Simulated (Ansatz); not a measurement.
AgCl (rock salt)

```yaml
crystal:
  lattice:
    - [0.00000, 5.54504, 5.54504]
    - [2.77252, 0.00000, 2.77252]
    - [2.77252, 2.77252, 0.00000]
  atoms:
    - { symbol: Cl, position: [0.00000, 0.00000, 0.00000] }
    - { symbol: Cl, position: [0.50000, 0.00000, 0.00000] }
    - { symbol: Ag, position: [0.25000, 0.50000, 0.50000] }
    - { symbol: Ag, position: [0.75000, 0.50000, 0.50000] }
```

Two-dimensional scan of atom 1 (Cl, nearest neighbour Ag at 2.773 Å; its periodic images, 3.9 Å or more away, move with it): u runs along (1.000, 0.000, 0.000), v along (0.000, 0.000, 1.000) (Cartesian). Cell and other atoms are fixed.

Computed with r2SCAN (plane waves to 500 eV, PAW, scalar-relativistic; Ansatz, a first-principles code). k mesh 4×8×8 (Γ-centred), Fermi-Dirac smearing 0.05 eV. E stands for the smeared free energy. AgCl was relaxed with its symmetry unable to fall. The zero of ΔE is the undisplaced structure. Axes are in Å.

| ΔE (eV/cell) | u = -0.690 | u = -0.345 | u = 0.000 | u = 0.345 | u = 0.690 |
|---|---|---|---|---|---|
| v = -0.690 | 0.948 | 0.846 | 1.060 | 1.177 | 1.607 |
| v = -0.345 | 0.846 | 0.152 | [?] | [?] | 1.177 |
| v = 0.000 | 1.060 | [?] | 0.000 | [?] | 1.060 |
| v = 0.345 | 1.177 | [?] | [?] | 0.152 | 0.846 |
| v = 0.690 | 1.607 | 1.177 | 1.060 | 0.846 | 0.948 |

Fill in the missing entries.


- v = -0.345, u = 0.000: 0.135
- v = -0.345, u = 0.345: 0.323
- v = 0.000, u = -0.345: 0.135
- v = 0.000, u = 0.345: 0.135
- v = 0.345, u = -0.345: 0.323
- v = 0.345, u = 0.000: 0.135

(A displaced cell: forces are minus the slopes of the energy, force constants its curvatures, and phonons follow from these.)
